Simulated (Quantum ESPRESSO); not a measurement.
Band energies of SnS2 monolayer

```
SnS2
1.0
    3.64694     0.00000     0.00000
   -1.82347     3.15834     0.00000
    0.00000     0.00000    15.90000
S Sn
2 1
Cartesian
  0.00000   2.10556   1.47333
  1.82347   1.05278  -1.47333
  0.00000   0.00000   0.00000
```

PBE (pw.x of Quantum ESPRESSO, ONCV potentials, no spin-orbit coupling); path ΓMKΓ; energies in eV from the valence-band maximum.

| k (1/Å) | point | band 9 | band 10 | band 11 | band 12 | band 13 | band 14 | band 15 | band 16 |
|---|---|---|---|---|---|---|---|---|---|
| 0.00 | Γ | -0.87 | -0.48 | -0.48 | -0.09 | -0.09 | 2.53 | 3.89 | 5.50 |
| 0.22 |  | -1.41 | -0.84 | -0.80 | -0.60 | 0.00 | 2.96 | 4.49 | 5.38 |
| 0.44 |  | -2.78 | -1.54 | -1.44 | -0.66 | -0.04 | 2.82 | 4.93 | 6.16 |
| 0.66 |  | -3.74 | -2.05 | -1.94 | -0.53 | -0.16 | 2.13 | 4.99 | 6.24 |
| 0.88 |  | -4.30 | -2.22 | -2.07 | -0.51 | -0.25 | 1.67 | 4.84 | 6.21 |
| 0.99 | M | -4.38 | -2.26 | -2.05 | -0.51 | -0.26 | 1.61 | 4.81 | 6.32 |
| 1.11 |  | -4.34 | -2.45 | -2.08 | -0.49 | -0.39 | 1.80 | 5.04 | 6.42 |
| 1.34 |  | -4.02 | -3.27 | -2.52 | -0.79 | -0.48 | 2.54 | 6.07 | 6.16 |
| 1.57 | K | -3.60 | -3.60 | -3.18 | -0.66 | -0.66 | 2.74 | 6.19 | 6.19 |
| 1.76 |  | -3.86 | -3.40 | -2.68 | -0.92 | -0.42 | 2.75 | 5.90 | 6.41 |
| 1.95 |  | -3.74 | -3.05 | -1.96 | -1.05 | -0.29 | 2.83 | 5.70 | 6.43 |
| 2.14 |  | -3.10 | -2.70 | -1.29 | -0.82 | -0.34 | 2.97 | 5.64 | 6.04 |
| 2.33 |  | -2.09 | -2.08 | -0.84 | -0.44 | -0.39 | 3.12 | 5.18 | 5.47 |
| 2.53 |  | -1.13 | -1.00 | -0.79 | -0.29 | -0.11 | 2.90 | 4.41 | 5.31 |
| 2.72 | Γ | -0.87 | -0.48 | -0.48 | -0.09 | -0.09 | 2.53 | 3.89 | 5.50 |

The PBE gap is indirect, 1.61 eV, from 33 % of the way from Γ to M to M; the smallest direct gap is 1.87 eV. The valence-band maximum lies 6.76 eV below the vacuum level.

Spin-orbit splittings are left out.

Geometry relaxed with PBEsol.
